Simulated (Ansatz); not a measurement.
Relaxation of a generated cell, WS2 placed in the anatase structure type; 6 atoms in the cell, which starts as I4₁/amd, origin choice 1 (No. 141), tI12; a = b = 4.847 Å, c = 12.182 Å, α = β = γ = 90.00°. Method: PBE (plane waves to 420 eV, PAW, scalar-relativistic; Ansatz, a first-principles code). Γ-centred k-mesh 7×7×7 on the run's cell (coarser than for final values), Fermi–Dirac smearing 0.05 eV. This is the first round of the run. 

The optimiser's lines from the output (shortened; P is positive under compression):

```
relax step   1: F+E_penalty+E_count = -24380.55242547 eV  Δ(F+E_penalty+E_count) = +0.000e0 eV  max|allowed force component| = 7.312e-1 eV/Å  Δτ_max = 0.0000 Å  P = -10.936 GPa  Ω = 143.081 Å³  (8 SCF iters, dr2 threshold 1.00e-7 eV, accepted)
relax step   2: F+E_penalty+E_count = -24381.11161762 eV  Δ(F+E_penalty+E_count) = -5.592e-1 eV  max|allowed force component| = 4.763e-1 eV/Å  Δτ_max = 0.0398 Å  P = +3.191 GPa  Ω = 125.990 Å³  (6 SCF iters, dr2 threshold 6.00e-7 eV, accepted)
relax step   3: F+E_penalty+E_count = -24381.16580726 eV  Δ(F+E_penalty+E_count) = -5.419e-2 eV  max|allowed force component| = 1.229e-2 eV/Å  Δτ_max = 0.0426 Å  P = -0.811 GPa  Ω = 128.612 Å³  (6 SCF iters, dr2 threshold 6.00e-7 eV, accepted)
relax step   4: F+E_penalty+E_count = -24381.19020544 eV  Δ(F+E_penalty+E_count) = -2.440e-2 eV  max|allowed force component| = 6.371e-3 eV/Å  Δτ_max = 0.0535 Å  P = -0.416 GPa  Ω = 126.686 Å³  (5 SCF iters, dr2 threshold 6.00e-7 eV, accepted)
relax step   5: F+E_penalty+E_count = -24381.21066891 eV  Δ(F+E_penalty+E_count) = -2.046e-2 eV  max|allowed force component| = 1.535e-1 eV/Å  Δτ_max = 0.0916 Å  P = +0.062 GPa  Ω = 123.512 Å³  (6 SCF iters, dr2 threshold 6.00e-7 eV, accepted)
relax step   6: F+E_penalty+E_count = -24381.23058517 eV  Δ(F+E_penalty+E_count) = -1.992e-2 eV  max|allowed force component| = 3.475e-1 eV/Å  Δτ_max = 0.1415 Å  P = +0.041 GPa  Ω = 118.899 Å³  (7 SCF iters, dr2 threshold 6.00e-7 eV, accepted)
relax step   7: F+E_penalty+E_count = -24381.26181368 eV  Δ(F+E_penalty+E_count) = -3.123e-2 eV  max|allowed force component| = 2.705e-1 eV/Å  Δτ_max = 0.0500 Å  P = +0.091 GPa  Ω = 117.028 Å³  (6 SCF iters, dr2 threshold 6.00e-7 eV, accepted)
relax step   8: F+E_penalty+E_count = -24381.36049709 eV  Δ(F+E_penalty+E_count) = -9.868e-2 eV  max|allowed force component| = 1.775e-1 eV/Å  Δτ_max = 0.1950 Å  P = -0.063 GPa  Ω = 110.381 Å³  (6 SCF iters, dr2 threshold 6.00e-7 eV, accepted)
relax step   9: F+E_penalty+E_count = -24381.35108321 eV  Δ(F+E_penalty+E_count) = +9.414e-3 eV  max|allowed force component| = 3.879e-2 eV/Å  Δτ_max = 0.1969 Å  P = +1.132 GPa  Ω = 103.709 Å³  (6 SCF iters, dr2 threshold 6.00e-7 eV, rejected (line search))
relax step  10: F+E_penalty+E_count = -24381.38712883 eV  Δ(F+E_penalty+E_count) = -2.663e-2 eV  max|allowed force component| = 1.707e-2 eV/Å  Δτ_max = 0.0985 Å  P = -0.233 GPa  Ω = 107.412 Å³  (9 SCF iters, accepted)
relax step  11: F+E_penalty+E_count = -24381.38762679 eV  Δ(F+E_penalty+E_count) = -4.980e-4 eV  max|allowed force component| = 1.080e-2 eV/Å  Δτ_max = 0.0063 Å  P = +0.183 GPa  Ω = 106.930 Å³  (6 SCF iters, dr2 threshold 4.14e-7 eV, accepted)
relax step  12: F+E_penalty+E_count = -24381.38769212 eV  Δ(F+E_penalty+E_count) = -6.533e-5 eV  max|allowed force component| = 1.276e-3 eV/Å  Δτ_max = 0.0020 Å  P = +0.010 GPa  Ω = 106.991 Å³  (6 SCF iters, dr2 threshold 1.08e-7 eV, accepted)
relax step  13: F+E_penalty+E_count = -24381.38768974 eV  Δ(F+E_penalty+E_count) = +2.372e-6 eV  max|allowed force component| = 1.621e-5 eV/Å  Δτ_max = 0.0005 Å  P = +0.001 GPa  Ω = 107.013 Å³  (6 SCF iters, dr2 threshold 4.45e-9 eV, accepted)
relax step  14: F+E_penalty+E_count = -24381.38426664 eV  Δ(F+E_penalty+E_count) = +3.423e-3 eV  max|allowed force component| = 5.526e-4 eV/Å  Δτ_max = 0.0000 Å  P = -0.011 GPa  Ω = 107.013 Å³  stress off target by 1.86e-2 GPa  SCF on the basis re-selected at this cell (its energy is not comparable with the rows above)  (6 SCF iters)
```

From the first to the last row the energy changes by -0.14 eV/atom and the volume by -25.2 %. The last row is marked as not comparable with the walk above it, whose basis was carried along; it does compare with step 1, since both stand on a basis selected at the nominal cutoff for their own cell.

Step 9 was rejected by the optimiser.

Later rounds, restarted from the end of this one on a renewed k-mesh, logged 4 more steps and released under 0.01 eV/atom more. The final structure after all rounds: I4₁/amd, origin choice 1 (No. 141), tI12, anatase type; a = 4.773 Å, b = 4.773 Å, c = 9.379 Å, α = 90.00°, β = 90.00°, γ = 90.00°. Between re-selections the logged energies stand on a plane-wave basis carried along with the cell. No spin polarisation in the result.

The run could not lose the symmetry of its start: the end is stationary, and may be a saddle point rather than a minimum.

The relaxed structure here is a generated cell of WS2: the first start was made by placing the elements on the sites of a structure type, and the end was not matched to a known phase here, so it may be hypothetical. Known forms of WS2 include space group No. 194.
